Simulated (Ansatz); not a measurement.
The cell is NiSTe as a Janus 1T monolayer; cell and atoms were relaxed with r2SCAN. In-plane lattice: a = 3.527 Å, b = 3.527 Å, γ = 120.0°; thickness between the outer nuclei 2.57 Å. Ni is surrounded by 3 S at 2.31 Å and 3 Te at 2.51 Å; S is surrounded by 3 Ni at 2.31 Å; Te is surrounded by 3 Ni at 2.51 Å.

```cif
data_structure
_symmetry_space_group_name_H-M 'P 1'
_symmetry_Int_Tables_number 1
_cell_length_a 3.5267
_cell_length_b 3.5267
_cell_length_c 29.7672
_cell_angle_alpha 90.000
_cell_angle_beta 90.000
_cell_angle_gamma 120.000
_cell_volume 320.64
loop_
_atom_site_label
_atom_site_type_symbol
_atom_site_fract_x
_atom_site_fract_y
_atom_site_fract_z
_atom_site_occupancy
Ni1 Ni 0.00000 0.00000 0.30657 1
S1 S 0.33333 0.66667 0.34337 1
Te1 Te 0.66667 0.33333 0.25710 1
```
Two periodic directions, a and b.

3 runs of the plane-wave code Ansatz on this cell differ in the functional (and in the settings that go with it). Levels are in eV from each run's valence top; v1 is the last filled band, c1 the first empty one.

Run A, mean stress 0.0 N/m (compression positive):
```tsv
point	v5	v3	v1	c1	c2	c3
Γ	-2.89	-0.85	0.00	1.97	1.97	3.96
M	-2.90	-2.50	-1.92	0.78	1.34	3.92
K	-3.46	-2.56	-1.88	-0.29	0.93	5.18
```

Run B, mean stress -3.1 N/m (compression positive):
```tsv
point	v5	v3	v1	c1	c2	c3
Γ	-2.64	-0.83	0.00	1.83	1.83	3.57
M	-2.79	-2.19	-1.82	0.66	1.22	3.50
K	-3.40	-2.28	-1.64	-0.39	0.77	4.71
```

Run C, mean stress +1.0 N/m (compression positive):
```tsv
point	v5	v3	v1	c1	c2	c3
Γ	-2.65	-0.82	0.00	1.87	1.87	3.44
M	-2.78	-2.22	-1.82	0.69	1.24	3.57
K	-3.36	-2.30	-1.66	-0.37	0.82	4.78
```

Q: Match the runs to LDA, PBE, r2SCAN.

A: A is r2SCAN, B is LDA, C is PBE. In order of the gap: LDA none (overlap 0.39), PBE none (overlap 0.37), r2SCAN none (overlap 0.29) eV. The stress vanishes for r2SCAN, which relaxed the cell.

The calculation is spin-unpolarised, and the structure need not be a phase that has been made.

No spin-orbit coupling is included; it can move band edges with weight on the heavy atoms by tenths of an eV.

Where bands overlap, v1 and c1 are numbered by the electron count and aren't everywhere filled or empty.

Where bands overlap the cell is a metal at that level, and these k meshes limit energies, forces and stress. Overlaps of a few tenths of an eV in semilocal functionals can be an artefact that a hybrid or GW lifts.
